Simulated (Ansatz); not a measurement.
Relaxed-ion elastic tensor of SiO$_{2}$ in space group Pbcn (No. 60; Si on 4c, O on 8d) in GPa (Voigt order), the program Ansatz at the r²SCAN level (PAW); density 4.35 g/cm³, 7.65 Å³ per atom.

```
578  182  175  0.0  0.0  0.0
182  626  177  0.0  0.0  0.0
175  177  701  0.0  0.0  0.0
0.0  0.0  0.0  220  0.0  0.0
0.0  0.0  0.0  0.0  247  0.0
0.0  0.0  0.0  0.0  0.0  266
```

### Question
Is the crystal mechanically stable?

### Answer
Yes: the smallest eigenvalue of C is 220 GPa.

### Question
Work out the Voigt, Reuss and Hill averages.

### Answer
K_V = 330, K_R = 329, K_H = 329; G_V = 238, G_R = 236, G_H = 237 GPa.

### Question
Give Young's modulus, Poisson's ratio, Pugh's ratio and the universal anisotropy index.

### Answer
E = 9KG/(3K + G) = 574 GPa; ν = 0.21; K/G = 1.39 (brittle by the Pugh limit of 1.75); A_U = 5G_V/G_R + K_V/K_R − 6 = 0.05.

### Question
Estimate the sound speeds and the Debye temperature.

### Answer
v_l = √((K + 4G/3)/ρ) = 12200 m/s, v_t = √(G/ρ) = 7390 m/s, mean 8160 m/s; Θ = (h/k)(3n/4πV)^(1/3) v_m = 1230 K.

### Question
Solve the Christoffel equation for the three sound speeds along x, y, z.

### Answer
Eigenvalues of C_ijkl n_j n_l equal ρv². In km/s, slowest first: x 7.54, 7.82, 11.53; y 7.12, 7.82, 12.00; z 7.12, 7.54, 12.70.

### Question
How much does each axis shrink under pressure?

### Answer
Linear compressibilities β_i = Σ_j S_ij (j = 1 to 3): x 1.1, y 1.0, z 0.89 per TPa.

The first step of the workflow began from a Materials Project structure, measured or hypothetical; the Crystallography Open Database copy checked does not list it. It is not the phase usual at ambient conditions (space group No. 92, 152, 154). The r²SCAN relaxation kept the symmetry of its start; of distortions, only those at the zone centre were tested.

Potentials: the later of the program's two PAW sets.
